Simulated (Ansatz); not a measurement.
What DFT gives for CdTe2Se4

```yaml
crystal:
  lattice:
    - [0.00000, 5.61333, 0.00000]
    - [5.61333, 0.00000, 0.00000]
    - [2.80667, 2.80667, -5.42984]
  atoms:
    - { symbol: Te, position: [0.75000, 0.25000, 0.50000] }
    - { symbol: Se, position: [0.37380, 0.43840, 0.71040] }
    - { symbol: Se, position: [0.56160, 0.08420, 0.28960] }
    - { symbol: Se, position: [0.91580, 0.85120, 0.71040] }
    - { symbol: Se, position: [0.14880, 0.62620, 0.28960] }
    - { symbol: Te, position: [0.50000, 0.50000, 0.00000] }
    - { symbol: Cd, position: [0.00000, 0.00000, 0.00000] }
```

Method: PBE, no spin polarisation; PAW, plane waves to 420 eV, 5×5×5 Γ-centred mesh, cold occupations (width 0.0213 eV) (Ansatz 0.2.0), atoms fixed.

Question: What happens at the Fermi level?

Answer: It is a metal, with about 4 states/eV a cell as the mean within 0.25 eV of the Fermi level, mostly Te p (44 %) and Se p (39 %).

Question: Which atom feels the largest force, and which way?

Answer: The largest is on Se3 (and as large on other atoms): 3.27 eV/Å, components (-3.04, -0.59, -1.06). It makes 134° with the line to a nearest neighbour, Te6 at 2.48 Å.

Question: Give the Bader charges.

Answer: Bader charges in e: Cd +0.64, Te +0.60 to +0.73, Se -0.49. In the mean Te gives up most and Se takes most.

Question: What do density and ELF say about some of the short contacts?

Answer: Se–Te at 2.48 Å: least valence density 0.59 e/Å³ and ELF 0.55 there. Se–Cd at 2.62 Å: least valence density 0.39 e/Å³ and ELF 0.26 there. These are pseudo-fields; inside the PAW spheres they differ from the all-electron ones.

Question: Is it stable against the elements?

Answer: 0.67 eV an atom against the elements' usual phases (free molecules for gases, crystals otherwise, with no correction for O₂ or N₂), so at this geometry it isn't bound against them. Relaxing would lower it.

Question: What does the stress say?

Answer: The pressure is 22.7 GPa (compression positive), so with the atoms held at these fractions the cell would first expand; the forces are large, so a full relaxation may end otherwise. The principal stresses 22.2, 22.2, 23.9 GPa differ, so its shape would change too.

Origin: a known structure type with other elements, at an estimated volume, so it need not be a known compound. Caveats: many states at the Fermi level without spin polarisation, so a magnetic state may lie lower; atoms or cell far from equilibrium.
